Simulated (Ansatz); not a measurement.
## Ti (Im-3m): the held moment from field and pressure

```xyz
1
Lattice="-1.6410 1.6410 1.6410 1.6410 -1.6410 1.6410 1.6410 1.6410 -1.6410" Properties=species:S:1:pos:R:3 pbc="T T T"
Ti    0.0000    0.0000    0.0000
```

The source of the geometry is a measured structure from COD; atoms and cell stay fixed.

Settings: r²SCAN, 16×16×16 k mesh, Fermi–Dirac smearing of 0.05 eV. PAW means Ansatz 0.2.0 on its default frozen-core files. Site moments are integrated in spheres about the atoms. Start moments (μB): Ti 1.

The free run ends with 1.41 μB per cell. Further runs hold the cell's moment M by two Fermi levels; B is half their difference over μB, positive where the field raises M. Some of them:

| M (μB/cell) | B (T) | ΔF over the free run (meV/cell) | pressure (GPa) |
| --- | --- | --- | --- |
| 1.55 | 1125 | 4.4 | 2.0 |
| 1.77 | 4944 | 36.6 | 3.5 |
| 2.12 | 13838 | 229.6 | 7.1 |

Task: Another run of the series gave B (T) = -735, ΔF over the free run (meV/cell) = 48.1, pressure (GPa) = -2.3. Which moment was held?
A. 0.95
B. 0.47
C. 1.27

Result: B. M (μB/cell) = 0.47.

Task: Another run of the series gave B (T) = -676, ΔF over the free run (meV/cell) = 3.2, pressure (GPa) = 0.6. Which moment was held?
A. 0.47
B. 1.27
C. 0.95

Result: B. M (μB/cell) = 1.27.

The whole series:

```
M (μB/cell)  B (T)  ΔF over the free run (meV/cell)  pressure (GPa)
       0.47   -735                             48.1            -2.3
       0.95  -1061                             20.3            -0.8
       1.27   -676                              3.2             0.6
       1.55   1125                              4.4             2.0
       1.77   4944                             36.6             3.5
       2.12  13838                            229.6             7.1
```

The PAW files were made with PBE; the program remakes their cores once for the run's functional and then keeps them frozen. The Ansatz runs typed with the search for lower states off end where their start leads. r²SCAN is known to give itinerant transition metals moments and polarisation energies that are too large. These are results for the start and cell typed. The real compound can order otherwise, in a larger cell, or not at all, since semilocal functionals at zero temperature often overstate magnetism.
